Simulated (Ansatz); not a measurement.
BaZrO₃ (cubic perovskite, space group No. 221) under volume change, the program Ansatz at the PBEsol level (PAW), scaled uniformly.

```json
[
 {"V (Å³/atom)": "13.299", "E − E(relaxed) (meV/atom)": "71.4", "P (GPa)": "18.92"},
 {"V (Å³/atom)": "13.737", "E − E(relaxed) (meV/atom)": "29.8", "P (GPa)": "11.56"},
 {"V (Å³/atom)": "14.175", "E − E(relaxed) (meV/atom)": "7.0", "P (GPa)": "5.30"},
 {"V (Å³/atom)": "14.614", "E − E(relaxed) (meV/atom)": "0.0", "P (GPa)": "-0.01"},
 {"V (Å³/atom)": "15.052", "E − E(relaxed) (meV/atom)": "6.4", "P (GPa)": "-4.52"},
 {"V (Å³/atom)": "15.491", "E − E(relaxed) (meV/atom)": "24.0", "P (GPa)": "-8.35"},
 {"V (Å³/atom)": "15.929", "E − E(relaxed) (meV/atom)": "51.5", "P (GPa)": "-11.60"}
]
```

Q: What does a third-order Birch–Murnaghan fit give for V₀, B₀ and B′?

A: V₀ = 14.61 Å³/atom, B₀ = 163 GPa, B′ = 4.4.

Space group Pm-3m (cubic perovskite). Symmetry was held in the PBEsol relaxation. The run is not spin-polarised. Spin–orbit coupling is left out wherever it is not named.

Potentials: the later of the program's two PAW sets.
